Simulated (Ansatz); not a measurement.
One input, then a changed one: W (bcc type)

First run: DFT, LDA, PAW with Ansatz's default frozen-core files, scalar-relativistic (Ansatz 0.2.0).

Command: `ansatz run input.yaml --threads 1 --pin off --max-ram 3584MiB --backend cpu --events-out ev --progress --plain --runs-dir out` It took 6.6 s on 1 thread of Intel(R) Xeon(R) Platinum 8259CL CPU @ 2.50GHz (Skylake/Cascade Lake), with other jobs on the host, peak memory 0.43 GiB.

```yaml
crystal:
  lattice:
    - [-1.5674688685, 1.5674688685, 1.5674688685]
    - [1.5674688685, -1.5674688685, 1.5674688685]
    - [3.134937737, 3.134937737, 0.0]
  atoms:
    - { symbol: W, position: [0.0, 0.0, 0.0] }
    - { symbol: W, position: [0.5, 0.5, 0.5] }
kpoints:
  mp_grid: { grid: [14, 14, 8] }
scf:
  occupations: { method: fermi_dirac, width: 0.1 }
hamiltonian:
  xc: lda
  pseudopotentials: { kind: paw }
output:
  forces: true
  stress: true
  eigenvalues: true
```

The base cell comes from a relaxation on PAW files under the same functional.

This run: bulk in the slab's orientation.

It converges in 6 SCF iterations at a pressure of 0.11 GPa, cutoff 420 eV.

A second input differs as follows:

```diff
   occupations: { method: fermi_dirac, width: 0.1 }
+  max_iter: 80
 hamiltonian:
   eigenvalues: true
+accuracy: 2.5
```

Question: What is wrong with it, and what does the program do?

Answer: The change was made to test a value of the wrong type. The run is refused before any iteration. The log ends:
```
Error: YAML parse error: error: line 21 column 1: unknown variant `2.5`, expected one of low, medium, high
  --> <input>:21:1
   |
19 |   stress: true
20 |   eigenvalues: true
21 | accuracy: 2.5
   | ^ unknown variant `2.5`, expected one of low, medium, high
```
